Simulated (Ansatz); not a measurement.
A plane-wave DFT run in Ansatz 0.2.0 (scalar-relativistic PAW potentials unless the input names others): input and command.

```yaml
crystal:
  lattice:
    - [2.0936564897, 1.2087731379, 10.4340295099]
    - [-2.0936564897, 1.2087731379, 10.4340295099]
    - [0.0, -2.4175462758, 10.4340295099]
  atoms:
    - { symbol: Bi, position: [0.3955941733, 0.3955941733, 0.3955941733] }
    - { symbol: Bi, position: [0.6044058267, 0.6044058267, 0.6044058267] }
    - { symbol: Se, position: [0.0, 0.0, 0.0] }
    - { symbol: Se, position: [0.2210304522, 0.2210304522, 0.2210304522] }
    - { symbol: Se, position: [0.7789695478, 0.7789695478, 0.7789695478] }
basis:
  ecutwfc: 420
  xc_grid: 3
kpoints:
  mp_grid: { grid: [6, 6, 6] }
hamiltonian:
  xc: pbesol
scf:
  occupations: { method: gaussian, width: 0.02 }
output:
  forces: true
  eigenvalues: true
  stress: true
```

```bash
ansatz run input.yaml --threads 2 --pin off --max-ram 5120MiB --backend cpu --events-out ev --progress --plain --runs-dir out
```

Abridged log:
```
Basis set: ecut = 420 eV, 3059 PW (Γ), FFT grids on a1−a3, a2−a3, a3, exchange–correlation on 90×90×216 points (27 copies of the dense FFT grid, shifted against one another)
Bands: 47, of which v1, the nominal top of the filled ones, is band 39 counted from 1 (38 counted from 0)
Symmetry: 12 space group operations
k-points: 32 of 216
SCF iter   1: F=—  HF=-40758.420359 eV  |F-HF|=—  |Δ(HF+E_count)|=         —  Δρ=2.71e-3  dr2=2.83e-2  ethr=1.77e-3  ⟨swp⟩=7.5  Hψ=5981  notcnv=0  defer=1
SCF iter   2: F=—  HF=-40758.412481 eV  |F-HF|=—  |Δ(HF+E_count)|=   7.88e-3  Δρ=1.09e-3  dr2=3.25e-3  ethr=3.63e-5  ⟨swp⟩=3.0  Hψ=2718  notcnv=0  defer=48
SCF iter   3: F=—  HF=-40758.412238 eV  |F-HF|=—  |Δ(HF+E_count)|=   2.43e-4  Δρ=5.72e-4  dr2=9.48e-4  ethr=4.16e-6  ⟨swp⟩=2.2  Hψ=1909  notcnv=0  defer=16
automatic band count: iteration 3 solves 46 bands in place of 47: the levels show a gap, and the empty bands left out lie too high to hold charge; the band table lists the bands solved (type scf.n_extra_bands for more)
SCF iter   4: F=—  HF=-40758.412297 eV  |F-HF|=—  |Δ(HF+E_count)|=   5.92e-5  Δρ=2.34e-4  dr2=1.50e-4  ethr=1.22e-6  ⟨swp⟩=3.0  Hψ=2443  notcnv=0  defer=16
SCF iter   5: F=—  HF=-40758.412351 eV  |F-HF|=—  |Δ(HF+E_count)|=   5.36e-5  Δρ=9.41e-5  dr2=1.62e-5  ethr=1.92e-7  ⟨swp⟩=2.0  Hψ=1717  notcnv=0  defer=16
SCF iter   6: F=—  HF=-40758.412359 eV  |F-HF|=—  |Δ(HF+E_count)|=   8.33e-6  Δρ=2.07e-5  dr2=1.27e-6  ethr=2.08e-8  ⟨swp⟩=2.4  Hψ=2424  notcnv=0  defer=16
SCF iter   7: F=—  HF=-40758.412361 eV  |F-HF|=—  |Δ(HF+E_count)|=   2.14e-6  Δρ=9.98e-6  dr2=2.56e-7  ethr=1.63e-9  ⟨swp⟩=2.0  Hψ=2704  notcnv=0  defer=16
SCF iter   8: F=-40758.412362 eV  HF=-40758.412362 eV  |F-HF|=4.24e-8  |Δ(HF+E_count)|=   6.83e-7  Δρ=2.71e-6  dr2=1.92e-8  ethr=1.28e-10  ⟨swp⟩=8.2  Hψ=6367  notcnv=0
SCF 1 converged in 8 iterations: F = -40758.412362 eV  dr2 = 1.92e-8
SCF converged after 8 iterations
Free energy (F): -40758.412362 eV
Harris-Foulkes:  -40758.412362 eV  (|F-HF|=4.24e-8)
Internal energy: -40758.412362 eV  (E = F + TS)
E sigma→0 (E₀):  -40758.412362 eV
Fermi energy:    7.240754 eV
--- Forces (eV/Å), atoms counted from 1 ---
  atom   1  Bi     0.00000000     0.00000000    -0.01159431
  atom   2  Bi     0.00000000     0.00000000     0.01159431
  atom   3  Se     0.00000000     0.00000000     0.00000000
  atom   4  Se     0.00000000     0.00000000     0.19501633
  atom   5  Se     0.00000000     0.00000000    -0.19501633
--- Stress (GPa, compression-positive) ---
       -2.431930       0.000000       0.000000
        0.000000      -2.431930       0.000000
        0.000000       0.000000      -2.211719
  P = ⅓ Tr σ = -2.3585 GPa (-23.585 kbar)
```

Apart from outputs and empty bands, the input differs from a reference run on usual settings in basis.xc_grid: not typed → 3. The reference, at the same geometry (not necessarily relaxed), gave pressure -2.36 GPa, largest force 0.195 eV/Å, gap on the mesh 0.61 eV. This run converged in 8 SCF iterations (reference: 8) with an energy at zero smearing within 0.01 meV/atom of the reference's, pressure -2.36 GPa, largest force 0.195 eV/Å, gap on the mesh 0.61 eV.

Time: 2.4 s on 2 threads of AMD EPYC 9R45 96-Core Processor (Zen 5) (shared host), peak memory 0.63 GiB.